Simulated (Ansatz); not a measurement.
An Ansatz (a program for electronic structure) run. Input:

Ansatz 0.2 input:
```yaml
crystal:
  lattice:
    - [4.0035144409, 0.0, 0.0]
    - [0.0, 4.0035144409, 0.0]
    - [0.0, 0.0, 5.6336873245]
  atoms:
    - { symbol: Zn, position: [0.0, 0.0, 0.0] }
    - { symbol: Sn, position: [0.5, 0.5, 0.5] }
    - { symbol: P, position: [0.0, 0.5, 0.2269311278] }
    - { symbol: P, position: [0.5, 0.0, 0.7730688722] }
kpoints:
  mp_grid: { grid: [6, 6, 4] }
  band_path:
    path:
      - [[0.0, 0.0, 0.0], [0.0, 0.5, 0.0], [0.5, 0.5, 0.0], [0.0, 0.0, 0.0], [0.0, 0.0, 0.5], [0.0, 0.5, 0.5], [0.5, 0.5, 0.5], [0.0, 0.0, 0.5]]  # Γ-X-M-Γ-Z-R-A-Z
      - [[0.0, 0.5, 0.0], [0.0, 0.5, 0.5]]  # X-R
      - [[0.5, 0.5, 0.0], [0.5, 0.5, 0.5]]  # M-A
      - [VBM, CBM]
    npoints: 8
hamiltonian:
  xc: r2scan
  pseudopotentials: { kind: paw }
magnetization: { noncollinear: true, spin_orbit: true }
scf:
  n_extra_bands: 12
  convergence: { dr2_threshold: 0.0000000001 }
  occupations: { method: gaussian, width: 0.01 }
checkpoint: { write: soc.run }
output: { eigenvalues: true }
```

Output (shortened):

```
Pseudopotential: Zn, paw_fr, valence charge 12
Pseudopotential: Sn, paw_fr, valence charge 14
Pseudopotential: P, paw_fr, valence charge 5
Functional definition: r2SCAN
non-collinear run that drives no moment, with spin-orbit …
Crystal: 4 atoms, lattice volume = 90.297 Å³
Basis set: ecut = 500 eV, 2301 PW (Γ), exchange–correlation on 120×120×180 points (64 copies of the dense FFT grid, shifted against one another)
Bands: 48, of which v1, the nominal top of the filled ones, is band 36 counted from 1 (35 counted from 0)
Symmetry: 8 space group operations + 8 with time reversal
k-points: 30 of 144 (time reversal used)
Projection manifold: j_resolved (fully-relativistic pseudo-atomic orbitals)
SCF iter   1: F=—  HF=-10871.063586 eV  |F-HF|=—  |Δ(HF+E_count)|=         —  Δρ=3.95e-2  dr2=1.90e0  dr2_τ=6.51e-3  dr2_m=0.00e0 (ungated)  ethr=3.10e-3  |M|=0.00e0 ∫|m|=0.00e0 μB  |m|>n=0.0e0 m-floor=0.0e0 τ_xc=0.0e0  β_m=0.30  ⟨swp⟩=8.2  Hψ=7947  notcnv=0  defer=20
preconditioner: auto → Resta (q_TF=auto, 2.341 Å⁻¹)
spin=Noncollinear: Resta preconditioning applied to the charge; magnetization (m_x, m_y, m_z) channels mix plain (no charge-response kernel on spin).
SCF iter   2: F=—  HF=-10870.846128 eV  |F-HF|=—  |Δ(HF+E_count)|=   2.17e-1  Δρ=2.76e-2  dr2=8.32e-1  dr2_τ=6.48e-4  dr2_m=0.00e0 (ungated)  ethr=3.10e-3  |M|=0.00e0 ∫|m|=0.00e0 μB  |m|>n=0.0e0 m-floor=0.0e0 τ_xc=0.0e0  β_m=0.57  ⟨swp⟩=2.0  Hψ=1852  notcnv=0  defer=188
SCF iter   3: F=—  HF=-10870.802143 eV  |F-HF|=—  |Δ(HF+E_count)|=   4.40e-2  Δρ=8.40e-3  dr2=5.16e-2  dr2_τ=1.40e-4  dr2_m=0.00e0 (ungated)  ethr=2.31e-3  |M|=0.00e0 ∫|m|=0.00e0 μB  |m|>n=0.0e0 m-floor=0.0e0 τ_xc=0.0e0  β_m=0.59  ⟨swp⟩=3.0  Hψ=2212  notcnv=0  defer=188
SCF iter   4: F=—  HF=-10870.801860 eV  |F-HF|=—  |Δ(HF+E_count)|=   2.83e-4  Δρ=4.06e-3  dr2=1.17e-2  dr2_τ=3.44e-5  dr2_m=0.00e0 (ungated)  ethr=1.43e-4  |M|=0.00e0 ∫|m|=0.00e0 μB  |m|>n=0.0e0 m-floor=0.0e0 τ_xc=0.0e0  β_m=0.60  ⟨swp⟩=2.7  Hψ=2313  notcnv=0  defer=184
SCF iter   5: F=—  HF=-10870.801336 eV  |F-HF|=—  |Δ(HF+E_count)|=   5.24e-4  Δρ=8.20e-4  dr2=6.19e-4  dr2_τ=2.70e-6  dr2_m=0.00e0 (ungated)  ethr=3.25e-5  |M|=0.00e0 ∫|m|=0.00e0 μB  |m|>n=0.0e0 m-floor=0.0e0 τ_xc=0.0e0  β_m=0.80  ⟨swp⟩=2.8  Hψ=2415  notcnv=0  defer=192
SCF iter   6: F=—  HF=-10870.801569 eV  |F-HF|=—  |Δ(HF+E_count)|=   2.33e-4  Δρ=3.96e-4  dr2=1.48e-4  dr2_τ=5.63e-7  dr2_m=0.00e0 (ungated)  ethr=1.72e-6  |M|=0.00e0 ∫|m|=0.00e0 μB  |m|>n=0.0e0 m-floor=0.0e0 τ_xc=0.0e0  β_m=0.75  ⟨swp⟩=2.0  Hψ=2496  notcnv=0  defer=192
SCF iter   7: F=—  HF=-10870.801546 eV  |F-HF|=—  |Δ(HF+E_count)|=   2.27e-5  Δρ=9.80e-5  dr2=7.72e-6  dr2_τ=2.54e-8  dr2_m=0.00e0 (ungated)  ethr=4.11e-7  |M|=0.00e0 ∫|m|=0.00e0 μB  |m|>n=0.0e0 m-floor=0.0e0 τ_xc=0.0e0  β_m=0.88  ⟨swp⟩=2.0  Hψ=2398  notcnv=0  defer=192
SCF iter   8: F=—  HF=-10870.801547 eV  |F-HF|=—  |Δ(HF+E_count)|=   9.06e-7  Δρ=1.30e-5  dr2=1.80e-7  dr2_τ=1.13e-9  dr2_m=0.00e0 (ungated)  ethr=2.14e-8  |M|=0.00e0 ∫|m|=0.00e0 μB  |m|>n=0.0e0 m-floor=0.0e0 τ_xc=0.0e0  β_m=0.92  ⟨swp⟩=2.8  Hψ=2549  notcnv=0  defer=192
SCF iter  11: F=-10870.801537 eV  HF=-10870.801537 eV  |F-HF|=7.28e-12  |Δ(HF+E_count)|=  4.98e-10  Δρ=3.02e-7  dr2=8.58e-11  dr2_τ=5.56e-13  dr2_m=0.00e0 (ungated)  ethr=1.00e-12  |M|=0.00e0 ∫|m|=0.00e0 μB  |m|>n=0.0e0 m-floor=0.0e0 τ_xc=0.0e0  ⟨swp⟩=10.0  Hψ=7298  notcnv=0
SCF 1 converged in 11 iterations: F = -10870.801537 eV  dr2 = 8.58e-11
NSCF: frozen V_eff on 40 k-points
NSCF: frozen V_eff on 40 k-points
NSCF: frozen V_eff on 40 k-points
NSCF: frozen V_eff on 40 k-points
NSCF: frozen V_eff on 14 k-points
NSCF: frozen V_eff on 12 k-points
NSCF: frozen V_eff on 12 k-points
NSCF: frozen V_eff on 12 k-points
NSCF: frozen V_eff on 12 k-points
NSCF: frozen V_eff on 3 k-points
NSCF: frozen V_eff on 84 k-points
SCF converged after 11 iterations
Magnetization: |M| = 0.0000 μB,  M = (+0.0000, +0.0000, +0.0000) μB
Absolute magnetization: 0.0000 μB (∫|m|)
  site 0: m = (+0.0000, +0.0000, +0.0000) μB, |m| = 0.0000 μB  (R = 0.98 Å)
  site 1: m = (+0.0000, +0.0000, +0.0000) μB, |m| = 0.0000 μB  (R = 1.04 Å)
  site 2: m = (+0.0000, +0.0000, +0.0000) μB, |m| = 0.0000 μB  (R = 0.98 Å)
  site 3: m = (+0.0000, +0.0000, +0.0000) μB, |m| = 0.0000 μB  (R = 0.98 Å)
Free energy (F): -10870.801537 eV
Harris-Foulkes:  -10870.801537 eV  (|F-HF|=7.28e-12)
Internal energy: -10870.801537 eV  (E = F + TS)
E sigma→0 (E₀):  -10870.801537 eV
Fermi energy:    7.577242 eV
--- Per-component energies (eV) ---
  E_band       = -119.036471
  E_kinetic    = 456.916909
  E_local      = -3184.944131  (includes V_loc(G=0)·N_el)
  E_nonlocal   = 649.844563
  E_hartree    = 1510.949755
  E_xc         = -614.972775
  E_vxc        = -287.540677  (∫ρ·V_xc dr)
  E_paw        = -7148.817031  (= ΣΔE_a)
  E_vpaw       = -790.584097  (= ΣTr[D̂ρ^β])
  E_aug_tail   = -0.000054  (compensation charges beyond the density's cutoff)
  E_vtau       = 15.371847  (kinetic-family band-sum trace: ∫τ·v_τ [+ j·A + Jᵃ·Aᵃ] dr)
  E_ewald      = -2540.172751
  E_core_change = 0.393977  (= ΣΔE_core)
  E_smearing   =  0.000000  (= −TS)
  E_closure    =  0.000000  (closes the sum)
  Σ components = -10870.801537   (vs F -10870.801537, Δ=0.00e0)
  [band-id]    e_kinetic+e_local+e_nonlocal+2·e_hartree+e_vxc+e_vpaw+e_augmentation_tail+e_vtau = -119.036130   (vs E_band -119.036471, Δ=3.41e-4)
--- Band table (eV; the first three rows and the last of 30) ---
  k-point 0: bands = ["-15.7549", "-15.7549", "-15.7532", "-15.7532", "-14.7499", "-14.7499", "-14.7094", "-14.7094", "-14.6950", "-14.6950", "-5.7141", "-5.7141", "-3.2662", "-3.2662", "-0.1771", "-0.1771", "0.0755", "0.0755", "0.1070", "0.1070", "0.3364", …
  k-point 1: bands = ["-15.7549", "-15.7549", "-15.7531", "-15.7531", "-14.7500", "-14.7500", "-14.7092", "-14.7092", "-14.6950", "-14.6950", "-5.5055", "-5.5055", "-3.7729", "-3.7729", "-0.2614", "-0.2614", "-0.0136", "-0.0136", "0.1788", "0.1788", "0.3686", …
  k-point 2: bands = ["-15.7549", "-15.7549", "-15.7530", "-15.7530", "-14.7501", "-14.7501", "-14.7090", "-14.7090", "-14.6951", "-14.6951", "-5.1310", "-5.1310", "-4.3908", "-4.3908", "-0.2958", "-0.2958", "-0.0286", "-0.0286", "0.1796", "0.1796", "0.3802", …
  k-point 29: bands = ["-15.7594", "-15.7594", "-15.7387", "-15.7387", "-14.7454", "-14.7454", "-14.7062", "-14.7062", "-14.6873", "-14.6873", "-3.2239", "-3.2239", "-3.2048", "-3.2048", "-0.7554", "-0.7554", "0.0085", "0.0085", "0.2747", "0.2747", "0.3070", …
```

Cost: around 5 core-minutes (rough) on shared cores.

Space group P-4m2. The first step of the workflow began from a Materials Project structure, measured or hypothetical; the Crystallography Open Database copy checked does not list it. Its standing as an ambient phase is unchecked. Symmetry was held in the r²SCAN relaxation; its stability against distortions is not shown here.

Potentials: the later of the program's two PAW sets.

Ansatz is a plane-wave DFT program.
